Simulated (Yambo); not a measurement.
Yambo run on AgCl (rock salt, space group Fm-3m, No. 225). The wavefunctions are norm-conserving PBEsol (Quantum ESPRESSO, 82 Ry, with spin-orbit coupling) ones on a 4×4×4 mesh (26 occupied bands); a = 3.852 Å, b = 3.852 Å, c = 3.852 Å, α = 60.00°, β = 60.00°, γ = 60.00°.

Yambo input:

```
rim_cut
gw0
dyson
el_el_corr
HF_and_locXC
ppa
em1d
RandQpts= 1000000
RandGvec= 1 Ry
EXXRLvcs= 82 Ry
VXCRLvcs= 328 Ry
Chimod= "HARTREE"
% BndsRnXp
 9 | 200 |
%
NGsBlkXp= 1 Ry
% LongDrXp
 1.0 | 1.0 | 1.0 |
%
PPAPntXp= 27.2114 eV
% GbndRnge
 1 | 200 |
%
GTermKind= "BG"
DysSolver= "n"
ExtendOut
% QPkrange
 1 | 1 | 26 | 27 |
 3 | 3 | 26 | 26 |
%
```

k points by index: 1 = Γ, 3 = L.

Resulting energies as the program prints them:

```
#    K-point    Band    Eo [eV]    E [eV]    E-Eo [eV]    Vxc [eV]    Vnlxc [eV]    Sc|Eo [eV]    Sc|E [eV]    dSc/dw|Eo [eV]    Re(Z)    Im(Z)
#
    1    26    -2.516782    -4.409198    -1.892416    -23.07815    -29.94859    4.562845    4.978023    -5.969435    0.820092    -0.001207
    1    27    0.685576    1.589484    0.903909    -11.37658    -6.981568    -3.332972    -3.491103    -4.759945    0.851117    -0.932534E-3
    3    26    0.000000    -1.314884    -1.314884    -21.56327    -26.59653    3.467735    3.718375    -5.186556    0.839910    -0.001018
```
(The two width columns are left out.) Convergence of these settings isn't established.

Geometry relaxed with PBEsol.
